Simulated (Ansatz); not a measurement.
# Relaxing an invented GaSb2 structure

Theory: DFT PBE, scalar-relativistic, plane waves, PAW (Ansatz). Cutoff 420 eV, Gaussian smearing, Γ-centred meshes. Cell and atoms relax first on a coarse mesh and then on a finer one. In between, the cell is made exact in the group found at 0.06 Å. In metals the finer mesh still leaves noise of several meV/atom or more. The steps can't lower the symmetry of their start. No spin polarisation.

The guess for GaSb2 was made by a generator: random cell by space group and Wyckoff sites (P6/mmm, No. 191). Its size is a rough estimate.

```yaml
crystal:
  lattice:
    - [3.33343, 0.00000, 0.00000]
    - [-1.66672, 2.88684, 0.00000]
    - [0.00000, 0.00000, 8.42719]
  atoms:
    - { symbol: Ga, position: [0.00000, 0.00000, 0.50000] }
    - { symbol: Sb, position: [0.00000, 0.00000, 0.83529] }
    - { symbol: Sb, position: [0.00000, 0.00000, 0.16471] }
```

Energies over the elements count from the elements' standard structures at the same level, with no fitted energy shifts.

Q: Where does the relaxation end?

A: The symmetry stays P6/mmm (No. 191). The volume per atom shrinks by 2.2 %, from 27.0 to 26.4 Å³. The shortest distance goes from 2.78 Å (Sb–Sb) to 2.91 Å (Ga–Sb). The ratio c/a of the conventional cell changes by a factor of 1.10. The energy falls by about 0.16 eV/atom (the start's value is from the coarse mesh). Conventional cell: a = 3.201 Å, c = 8.939 Å. Ga has 2 Sb at 2.91 Å and 6 Ga at 3.20 Å; Sb is surrounded by 1 Ga at 2.91 Å and 7 Sb at 3.13–3.20 Å.

```xyz
3
Lattice="3.2011 0.0000 0.0000 -1.6005 2.7722 0.0000 0.0000 0.0000 8.9394" Properties=species:S:1:pos:R:3 pbc="T T T"
Ga    0.0000    0.0000    4.4697
Sb    0.0000    0.0000    7.3767
Sb    0.0000    0.0000    1.5627
```

Q: Give its energy and gap.

A: The formation energy is +0.18 eV/atom. The gap on the 18×18×6 mesh of the 3-atom cell is 0 eV (a metal).

It can't be a ground state, since the elements alone are lower.

The last run used Gaussian smearing of 0.10 eV. These runs have no spin–orbit coupling, which can matter for Sb. Symmetry constrained the relaxation, so the result can be a saddle point. Another cell of GaSb2 relaxed alike, in P-3m1, lies 132 meV/atom lower, so this cell isn't the stable form at this level.
